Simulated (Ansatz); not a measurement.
CsPbCl₃ in the cubic perovskite structure at its r2SCAN geometry, run in Ansatz 0.2.0 at 2 levels of theory. No magnetic order and no zero-point or thermal motion.

The PBE+SOC input:
```yaml
crystal:
  lattice:
    - [5.6770717179, 0.0, 0.0]
    - [0.0, 5.6770717179, 0.0]
    - [0.0, 0.0, 5.6770717179]
  atoms:
    - { symbol: Cs, position: [0.0, 0.0, 0.0] }
    - { symbol: Pb, position: [0.5, 0.5, 0.5] }
    - { symbol: Cl, position: [0.5, 0.5, 0.0] }
    - { symbol: Cl, position: [0.5, 0.0, 0.5] }
    - { symbol: Cl, position: [0.0, 0.5, 0.5] }
kpoints:
  mp_grid: { grid: [4, 4, 4] }
  band_path:
    path: [[0.0, 0.0, 0.0], [0.0, 0.5, 0.0], [0.5, 0.5, 0.0], [0.5, 0.5, 0.5]]
    npoints: 1
hamiltonian:
  xc: pbe
scf:
  occupations: { method: fixed }
  n_extra_bands: 10
magnetization:
  noncollinear: true
  spin_orbit: true
output:
  forces: true
  stress: true
  eigenvalues: true
  write_density: true
  write_potential: true
  elf: true
  volumetric_format: npy
```

Main results, then, where recorded, the levels near the gap in eV from the Fermi energy (columns number the bands from 0), one row a point of the path (Γ, X, M, R):
```
Crystal: 5 atoms, lattice volume = 182.967 Å³
Symmetry: 48 space group operations + 48 with time reversal
Magnetic group: BNS 221.93 (UNI 1595)
```
```
Basis set: ecut = 420 eV, 3575 PW (Γ)
k-points: 10 of 64
SCF converged after 8 iterations
Free energy (F): -20865.998228 eV
Fermi energy:    3.572662 eV
--- Stress (GPa, compression-positive) ---
        0.704887       0.000000       0.000000
        0.000000       0.704887       0.000000
        0.000000       0.000000       0.704887
  P = ⅓ Tr σ = 0.7049 GPa (7.049 kbar)
```
```tsv
band_38	band_39	band_40	band_41	band_42	band_43	band_44	band_45	band_46	band_47	band_48	band_49
-2.351	-2.351	-2.249	-2.249	-2.249	-2.249	3.498	3.498	4.510	4.510	4.510	4.510
-2.419	-2.419	-2.362	-2.362	-1.562	-1.562	2.678	2.678	4.708	4.708	5.199	5.199
-2.517	-2.517	-2.001	-2.001	-0.755	-0.755	1.744	1.744	3.111	3.111	5.029	5.029
-1.970	-1.970	-1.970	-1.970	0.000	0.000	0.856	0.856	2.511	2.511	2.511	2.511
```

With PBE+SOC the gap is 0.86 eV and direct, at R.

**Question.** Another run on the same cell gave
```
Basis set: ecut = 420 eV, 3575 PW (Γ)
k-points: 10 of 64
hybrid outer 1: dexx = +7.863e-3 eV, tail = 2.93e-5 eV
hybrid outer 2: dexx = +3.633e-7 eV, tail = 7.67e-9 eV, Δε = 2.57e-3 eV
hybrid SCF converged: 2 outer / 9 inner (+2 warm-up)
Free energy (F): -20833.995648 eV
Fermi energy:    3.115363 eV
--- Stress (GPa, compression-positive) ---
        0.370265       0.000000       0.000000
        0.000000       0.370265       0.000000
        0.000000       0.000000       0.370265
  P = ⅓ Tr σ = 0.3703 GPa (3.703 kbar)
```
```tsv
band_19	band_20	band_21	band_22	band_23	band_24
-2.792	-2.792	-2.792	4.268	5.299	5.299
-2.899	-2.899	-1.810	3.842	5.643	6.202
-2.989	-2.488	-0.867	3.355	3.355	5.869
-2.479	-2.479	0.000	2.789	2.789	2.789
```
Which level of theory gave it?

**Answer.** It is HSE06, judged by the exchange loop and the size of the gap (a near hybrid could fit too), on 4×4×4; the blocks that differ from the first input, but for the band path:
```yaml
hamiltonian:
  xc: hse06
scf:
  occupations: { method: fixed }
  n_extra_bands: 5
```
(magnetization left out)
HSE06 gives a direct gap of 2.79 eV at R. The mean stress, +0.4 GPa, is small, and the program warns that its thresholds are loose for a hybrid's stress.

Totals of different functionals, or with and without spin-orbit coupling, can't be compared.

Only the levels marked +SOC include spin-orbit coupling.

The meshes of the hybrids are coarse, so their gaps aren't converged to the digits shown.
